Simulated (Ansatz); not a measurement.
Relaxation of a generated cell, Nb built in the omega structure type; 3 atoms in the cell, which starts as P6/mmm (No. 191), hP3; a = 4.662 Å, b = 4.662 Å, c = 2.835 Å, α = 90.00°, β = 90.00°, γ = 120.00°. All values below come from PBE (plane waves to 420 eV, PAW, scalar-relativistic; Ansatz, a quantum-chemistry and plane-wave program). Γ-centred k-mesh 8×8×11 on the run's cell (coarser than for final values), Fermi–Dirac smearing 0.05 eV. This is the first round of the run. 

The optimiser's lines from the output (shortened; P is positive under compression):

```
relax step   1: F+E_penalty+E_count = -13656.03509655 eV  Δ(F+E_penalty+E_count) = +0.000e0 eV  max|allowed force component| = 6.785e-17 eV/Å  Δτ_max = 0.0000 Å  P = +6.989 GPa  Ω = 53.366 Å³  (7 SCF iters, dr2 threshold 1.00e-7 eV, accepted)
relax step   2: F+E_penalty+E_count = -13656.32522879 eV  Δ(F+E_penalty+E_count) = -2.901e-1 eV  max|allowed force component| = 3.701e-17 eV/Å  Δτ_max = 0.0000 Å  P = -3.670 GPa  Ω = 56.676 Å³  (6 SCF iters, dr2 threshold 3.00e-7 eV, accepted)
relax step   3: F+E_penalty+E_count = -13656.34684316 eV  Δ(F+E_penalty+E_count) = -2.161e-2 eV  max|allowed force component| = 2.220e-16 eV/Å  Δτ_max = 0.0000 Å  P = -1.194 GPa  Ω = 55.816 Å³  (6 SCF iters, dr2 threshold 3.00e-7 eV, accepted)
relax step   4: F+E_penalty+E_count = -13656.34850419 eV  Δ(F+E_penalty+E_count) = -1.661e-3 eV  max|allowed force component| = 1.110e-16 eV/Å  Δτ_max = 0.0000 Å  P = -0.001 GPa  Ω = 55.412 Å³  (6 SCF iters, dr2 threshold 3.00e-7 eV, accepted)
relax step   5: F+E_penalty+E_count = -13656.34852389 eV  Δ(F+E_penalty+E_count) = -1.969e-5 eV  max|allowed force component| = 8.635e-17 eV/Å  Δτ_max = 0.0000 Å  P = +0.001 GPa  Ω = 55.408 Å³  (6 SCF iters, dr2 threshold 4.48e-8 eV, accepted)
relax step   6: F+E_penalty+E_count = -13656.34898314 eV  Δ(F+E_penalty+E_count) = -4.593e-4 eV  max|allowed force component| = 7.401e-17 eV/Å  Δτ_max = 0.0000 Å  P = +0.002 GPa  Ω = 55.408 Å³  stress off target by 7.83e-3 GPa  SCF on the basis re-selected at this cell (its energy is not comparable with the rows above)  (6 SCF iters)
```

From the first to the last row the energy changes by -0.10 eV/atom and the volume by +3.8 %. The last row is marked as not comparable with the walk above it, whose basis was carried along; it does compare with step 1, since both stand on a basis selected at the nominal cutoff for their own cell.

Later rounds, restarted from the end of this one on a renewed k-mesh, logged 9 more steps and released under 0.01 eV/atom more. The final structure after all rounds: P6/mmm (No. 191), hP3; a = b = 4.886 Å, c = 2.682 Å, α = β = 90.00°, γ = 120.00°. Between re-selections the logged energies stand on a plane-wave basis carried along with the cell. No spin polarisation in the result.

The run could not lose the symmetry of its start, so the end can be a saddle point.

All atoms sit on sites fixed by symmetry, so only the cell could relax.

The relaxed structure here is a generated cell of Nb: the first start was made by placing the elements on the sites of a structure type, and the end was not matched to a known phase here, so it may be hypothetical. Known forms of Nb include space group No. 229.
